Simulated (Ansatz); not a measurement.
Input:

Relaxed InAs (zinc blende):

```yaml
crystal:
  lattice:
    - [0.00000, 6.18632, 6.18632]
    - [3.09316, 0.00000, 3.09316]
    - [3.09316, 3.09316, 0.00000]
  atoms:
    - { symbol: As, position: [0.37500, 0.75000, 0.75000] }
    - { symbol: As, position: [0.87500, 0.75000, 0.75000] }
    - { symbol: In, position: [0.00000, 0.00000, 0.00000] }
    - { symbol: In, position: [0.50000, 0.00000, 0.00000] }
```

In this cell atom 3 (In, nearest neighbour As at 2.679 Å; its periodic images, 4.4 Å or more away, move with it) is moved by s along Cartesian z, unit vector (0.000, 0.000, 1.000); all other atoms and the cell stay fixed.

Calculation: PBE (plane waves to 420 eV, PAW, scalar-relativistic; Ansatz, an electronic-structure program). k mesh 4×8×8 (Γ-centred), Fermi-Dirac smearing 0.05 eV. The energy includes the smearing's −TS. With partly filled bands, energies and forces of such displacements shift with the k mesh and the smearing. At this level the bands of InAs touch or barely overlap; measurements give the solid a gap. InAs was relaxed with its symmetry unable to fall. The zero of ΔE is the undisplaced structure.

The scan covers s from -0.800 to 0.800 Å in 11 points.

Q: Is the energy the same for displacements of ±0.800 Å, and if not, which side lies higher?

A: Not even: the negative side lies higher at ±0.800 Å. With its periodic images moving along, the atom's site symmetry in this cell is 3m.

Q: What force acts on the atom along the line at s = -0.800 Å?

A: 3.83 eV/Å.

Q: What is the energy change at s = 0.800 Å?

A: 1826 meV/cell.

Q: What is the force constant k = d²E/ds² of this move at s = 0?

A: 6.96 eV/Å².

(A displaced cell: forces are minus the slopes of the energy, force constants its curvatures, and phonons follow from these.)
